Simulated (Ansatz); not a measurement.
**Relaxing a structure of MoS₂**

The start is a generated trial cell of MoS2 in the AFLOW prototype A2B_oP12_19_2a_a (as in Ag2Se). A full variable-cell relaxation at zero pressure is run with PBEsol (plane waves to 420 eV, PAW, scalar-relativistic; Ansatz, a quantum-chemistry and plane-wave program). The first steps use a coarse 5×3×3 k-mesh.

The start:
```yaml
crystal:
  lattice:
    - [4.18190, 0.00000, 0.00000]
    - [0.00000, 6.81574, 0.00000]
    - [0.00000, 0.00000, 7.49326]
  atoms:
    - { symbol: S, position: [0.28500, 0.68000, 0.56500] }
    - { symbol: S, position: [0.21500, 0.32000, 0.06500] }
    - { symbol: S, position: [0.71500, 0.18000, 0.93500] }
    - { symbol: S, position: [0.78500, 0.82000, 0.43500] }
    - { symbol: S, position: [0.75800, 0.98500, 0.69500] }
    - { symbol: S, position: [0.74200, 0.01500, 0.19500] }
    - { symbol: S, position: [0.24200, 0.48500, 0.80500] }
    - { symbol: S, position: [0.25800, 0.51500, 0.30500] }
    - { symbol: Mo, position: [0.35900, 0.76100, 0.86600] }
    - { symbol: Mo, position: [0.14100, 0.23900, 0.36600] }
    - { symbol: Mo, position: [0.64100, 0.26100, 0.63400] }
    - { symbol: Mo, position: [0.85900, 0.73900, 0.13400] }
```

How large is the pressure on the unrelaxed cell, and of which sign?

+14 GPa (positive: the cell is compressed).

What is the largest force in the starting geometry, and on which atom (counted from 1)?

About 7.1 eV/Å, on Mo9, Mo10, Mo11, Mo12 (atoms numbered as listed).

What symmetry does the relaxed structure have?

The space group goes from P2₁2₁2₁ (No. 19) to Pnma (No. 62), with 12 atoms in the primitive cell.

How do the shortest distances between atoms change?

The closest pairs of elements (up to four, under 3.6 Å), start → end: Mo–S 2.00 → 2.37 Å; S–S 2.24 → 2.86 Å; Mo–Mo 2.90 → 2.72 Å.

Write out the relaxed structure.


Space group Pnma (No. 62); a = 8.2629 Å, b = 4.0370 Å, c = 6.0212 Å, α = 90.00°, β = 90.00°, γ = 90.00°

```json
[
 {"atom": "S", "site": "4c", "symmetry": ".m.", "x": "0.0054", "y": "0.2500", "z": "0.7866"},
 {"atom": "S", "site": "4c", "symmetry": ".m.", "x": "0.2936", "y": "0.2500", "z": "0.0887"},
 {"atom": "Mo", "site": "4c", "symmetry": ".m.", "x": "0.0878", "y": "0.2500", "z": "0.4088"}
]
```

Final values are on a 5×9×6 k-mesh of the relaxed cell. No spin polarisation in the result.

The run could not lose the symmetry of its start, so the end can be a saddle point.

The relaxed structure here is a generated cell of MoS2: the first start was made by placing the elements on the sites of a structure type, and the end was not matched to a known phase here, so it may be hypothetical. Known forms of MoS2 include space group No. 160, 194.
